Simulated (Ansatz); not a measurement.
SiGe in space group P4/nmm (No. 129; Ge on 2c, Si on 2a), PBE in the plane-wave PAW code Ansatz, all energies at zero smearing, with the estimated change up to a 700 eV cutoff added, with one set of potentials and settings (totals compare only within such a set). Cell of 4 atoms (2 Ge, 2 Si): -9860.038 eV.

```json
[
 {"element": "Ge", "reference phase": "Fd-3m, 2 atoms in the cell", "E (eV/atom)": "-4294.9847"},
 {"element": "Si", "reference phase": "Fd-3m, 2 atoms in the cell", "E (eV/atom)": "-635.8096"}
]
```

Formation energy per atom, worked out: (-9860.038 − 2×(-4294.9847) − 2×(-635.8096))/4 = 0.388 eV/atom (37 kJ per mol of atoms), at 0 K, without zero-point energy or fitted corrections.

The cell is a constructed one: a structure type filled with these elements; neither database checked (COD, Materials Project) lists it. Its standing as an ambient phase is unchecked. The PBE relaxation kept the symmetry of its start; its stability against distortions is not shown here. A crystal of weakly bound layers computed without a dispersion correction: the cell and the soft elastic constants depend strongly on that. The references are the lowest solids computed at this level, not always the standard phases.

Potentials: the later of the program's two PAW sets.
